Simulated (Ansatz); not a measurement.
## Slab of hcp Hf (10-10), 6 layers

The slab is cut from the hcp crystal, the stable phase, as relaxed on PAW files (20.82 Å³/atom), with 16 Å of vacuum and a dipole correction:

```xyz
6
Lattice="3.1190 0.0000 0.0000 0.0000 4.9421 0.0000 0.0000 0.0000 22.3026" Properties=species:S:1:pos:R:3 pbc="T T T"
Hf    2.3392    3.7065    8.0000
Hf    0.7797    1.2355    8.9004
Hf    0.7797    3.7065   10.7011
Hf    2.3392    1.2355   11.6015
Hf    2.3392    3.7065   13.4022
Hf    0.7797    1.2355   14.3026
```

Computed with Ansatz 0.2.0; functional LDA, scalar-relativistic. Settings: a Γ-centred 12×8×1 k mesh, Fermi–Dirac smearing of 0.05 eV, no spin polarisation. Methods: LAPW: all electrons, basis error target 1 meV/atom; PAW: frozen-core files, cutoff 420 eV.

The bulk energy comes from a cell in the slab's orientation on a 12×8×7 mesh. The surface energy is (E(slab) − N·E(bulk))/2A at zero smearing, the mean of both faces; thin slabs carry quantum-size effects.

Spin–orbit coupling is left out, which matters for the heavy atoms. The PAW files were made under PBE.

Question: As cut, the LAPW slab lies 4.070 eV above 6 atoms of bulk. What surface energy is that?

Answer: Over two faces of 15.41 Å² it is 132.0 meV/Å², and times 16.02 J/m² per eV/Å² that gives γ = 2.115 J/m².

Question: What do relaxation and the other method give, and what work function comes out?

Answer: 

```csv
method,γ as cut (J/m²),γ relaxed (J/m²),Φ as cut (eV),Φ relaxed (eV)
LAPW,2.115,2.063,4.04,4.12
PAW,2.116,2.063,4.04,4.12
```

Question: How do the spacings between the planes relax?

Answer: From the bottom face up: d12 -2.0 % of 0.900 Å, d23 -7.6 % of 1.801 Å, d34 +12.3 % of 0.900 Å, d45 -7.6 % of 1.801 Å, d56 -2.0 % of 0.900 Å.

Question: A field of 0.2 V/Å is applied along the normal, atoms held. What follows?

Answer: LAPW finds an induced dipole of 0.1741 e·Å a cell (PAW 0.1741), that is 10.22 Å for 4πα over the area, against 6.10 Å between the outer atoms.

Question: A 4f core hole is made on one atom of each kind in every 1×1 cell (PAW hole dataset, neutral cell, valence without spin). What does it cost by layer?

Answer: layer 1 15.54 eV, layer 2 15.16 eV, layer 3 15.14 eV. Shifts between layers mean more than the absolute values, and a whole layer of holes screens otherwise than one hole.

Question: In the relaxed 1×1 cell, replace the outer, then the middle Hf by Ta, which changes a whole layer. What shift does this Z+1 picture give?

Answer: E(outer) − E(middle) = +0.45 eV by LAPW and +0.45 eV by PAW; a positive value puts the surface line at higher binding energy.
